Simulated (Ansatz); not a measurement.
**Rb2NbBr2 in Ansatz, single run**

Launch command:

```bash
ansatz run input.yaml --threads 1 --pin off --max-ram 2560MiB --backend cpu --events-out ev --progress --plain --runs-dir out
```

input.yaml:

```yaml
crystal:
  lattice:
    - [0.0, 0.0, 6.846282]
    - [7.656505, 0.0, 0.0]
    - [3.828253, 7.139441, -3.423141]
  atoms:
    - { symbol: Rb, position: [0.14753, 0.19177, 0.29506] }
    - { symbol: Rb, position: [0.85247, 0.80823, 0.70494] }
    - { symbol: Rb, position: [0.35247, 0.48683, 0.70494] }
    - { symbol: Rb, position: [0.64753, 0.51317, 0.29506] }
    - { symbol: Br, position: [0.89752, 0.29268, 0.79504] }
    - { symbol: Br, position: [0.10248, 0.70732, 0.20496] }
    - { symbol: Br, position: [0.60248, 0.08772, 0.20496] }
    - { symbol: Br, position: [0.39752, 0.91228, 0.79504] }
    - { symbol: Nb, position: [0.25, 0.0, 0.0] }
    - { symbol: Nb, position: [0.75, 0.0, 0.0] }
  symmetry: { tolerance: 0.0003 }
kpoints:
  mp_grid: { grid: [3, 3, 3], shift: [0, 0, 0] }
magnetization:
  spin_polarized: false
scf:
  occupations: { method: fermi_dirac, width: 0.0111 }
  initial_density: { chi_scale: 0.3 }
hamiltonian:
  pseudopotentials: { kind: paw }
  xc: pbe
basis:
  ecutwfc: 420
output:
  forces: true
  stress: true
  eigenvalues: true
```

Origin of the cell: a known structure type with other elements, at an estimated volume, so it need not be a known compound.

Output (shortened):

```
Pseudopotentials: kind: paw
Pseudopotential: Rb, paw, valence charge 9, recommended cutoff 420 eV (normal), Rb.paw.azcp
Pseudopotential: Br, paw, valence charge 7, recommended cutoff 420 eV (normal), Br.paw.azcp
Pseudopotential: Nb, paw, valence charge 13, recommended cutoff 420 eV (normal), Nb.paw.azcp
Functional definition: PBE
  exchange = pbe_x(kappa = kappa, mu = beta*pi^2/3)
  correlation = pbe_c(beta = beta)
Crystal: 10 atoms, lattice volume = 374.239 Å³
Basis set: ecut = 420 eV, 7325 PW (Γ), exchange–correlation on 96×108×120 points (8 copies of the dense FFT grid, shifted against one another)
Bands: 55, of which v1, the nominal top of the filled ones, is band 45 counted from 1 (44 counted from 0)
Symmetry: 8 space group operations
Space group: Ibam (ITA 72), of the structure as read, at distance tolerance 2.2e-3 Å
[… 7 lines left out …]
Initial density: superposition of atomic densities (chi_scale 0.3, normalization cell, long waves kept (reshape's long-wave potential 0.11 eV rms))
Functional: x = pbe(κ = 0.804, μ = 0.219515), c = pbe(β = 0.066725)
SCF iter   1: F=—  HF=-33376.175479 eV  Δρ=1.49e-1  dr2=3.10e2
SCF iter   2: F=—  HF=-33325.980765 eV  Δρ=6.18e-2  dr2=5.40e1  defer=12
SCF iter   3: F=—  HF=-33311.217446 eV  Δρ=2.13e-2  dr2=6.62e0  defer=14
SCF iter   4: F=—  HF=-33309.155077 eV  Δρ=9.18e-3  dr2=8.73e-1  defer=13
SCF iter   5: F=—  HF=-33308.963628 eV  Δρ=2.45e-3  dr2=5.72e-2  defer=13
SCF iter   6: F=—  HF=-33308.970177 eV  Δρ=8.09e-4  dr2=7.72e-3  defer=13
SCF iter   7: F=—  HF=-33308.971440 eV  Δρ=2.07e-4  dr2=3.58e-4  defer=8
SCF iter   8: F=—  HF=-33308.971797 eV  Δρ=9.75e-5  dr2=7.16e-5  defer=7
SCF iter   9: F=—  HF=-33308.972019 eV  Δρ=2.44e-5  dr2=3.49e-6  defer=7
SCF iter  10: F=—  HF=-33308.972024 eV  Δρ=9.77e-6  dr2=4.89e-7  defer=7
SCF iter  11: F=-33308.972024 eV  HF=-33308.972024 eV  Δρ=3.74e-6  dr2=6.55e-8
SCF 1 converged in 11 iterations: F = -33308.972024 eV  dr2 = 6.55e-8
SCF converged after 11 iterations
Free energy (F): -33308.972024 eV
Harris-Foulkes:  -33308.972024 eV  (|F-HF|=3.13e-8)
Internal energy: -33308.970061 eV  (E = F + TS)
E sigma→0 (E₀):  -33308.971043 eV
Entropy (-TS):   -0.001963 eV (-0.196 meV/atom)
Fermi energy:    6.779666 eV
--- Per-component energies (eV) ---
  E_band       = -818.502334
  E_kinetic    = 2088.066506
  E_local      = -6660.927089  (includes V_loc(G=0)·N_el)
  E_nonlocal   = 1221.131895
  E_hartree    = 2162.275100
  E_xc         = -1925.069419
  E_vxc        = -1380.119913  (∫ρ·V_xc dr)
  E_paw        = -25607.971044  (= ΣΔE_a)
  E_vpaw       = -411.201422  (= ΣTr[D̂ρ^β])
  E_aug_tail   = 0.000010  (compensation charges beyond the density's cutoff)
  E_ewald      = -4586.476019
  E_smearing   = -0.001963  (= −TS)
  Σ components = -33308.972024   (vs F -33308.972024, Δ=0.00e0)
--- Forces (eV/Å), atoms counted from 1 ---
  atom   1  Rb     0.027697     0.018301     0.000000
  atom   2  Rb    -0.027697    -0.018301    -0.000000
  atom   3  Rb     0.027697    -0.018301    -0.000000
  atom   4  Rb    -0.027697     0.018301     0.000000
  atom   5  Br     0.007400     0.071354     0.000000
  atom   6  Br    -0.007400    -0.071354    -0.000000
  atom   7  Br     0.007400    -0.071354     0.000000
  atom   8  Br    -0.007400     0.071354     0.000000
  atom   9  Nb     0.000000    -0.000000    -0.000000
  atom  10  Nb     0.000000     0.000000     0.000000
  max |Σ_I F_I| component: 1.04e-17 eV/Å
--- Stress (GPa, compression-positive) ---
        1.098702      -0.000000      -0.000000
       -0.000000       0.375407      -0.000000
       -0.000000      -0.000000      -2.761313
  P = ⅓ Tr σ = -0.4291 GPa (-4.291 kbar)
```

Caveats: no moments, though an odd count or open d shells may carry them; the k mesh is coarse if the cell is a metal.

Time: 18 s on 1 thread of Intel(R) Xeon(R) Platinum 8375C CPU @ 2.90GHz (Ice Lake) (shared host), peak memory 0.63 GiB, from the program's own first density.
